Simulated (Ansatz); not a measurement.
Task: Each is relaxed and computed with HSE06 in the plane-wave PAW code Ansatz. Which alone has a direct gap?
A) BaZrO3, cubic perovskite
B) CdO, wurtzite
C) BaTiO3, P4mm (Ti on 1b, Ba on 1a, O on 1b, O on 2c)
D) BeS, wurtzite

Result: B, CdO, wurtzite. CdO: gap 1.10 eV (direct); BaTiO3: gap 3.37 eV (indirect); BaZrO3: gap 4.72 eV (indirect); BeS: gap 4.62 eV (indirect). Constructed cells (a structure type filled with these elements, in neither database checked): BeS, wurtzite. Not the usual ambient phase: CdO, wurtzite. All cells were relaxed under the symmetry of their starts (and spin orders); stability against distortions was not tested throughout. Rows with no word on spin ran without spin polarisation. Spin–orbit coupling is left out wherever it is not named.

Potentials: the later of the program's two PAW sets.
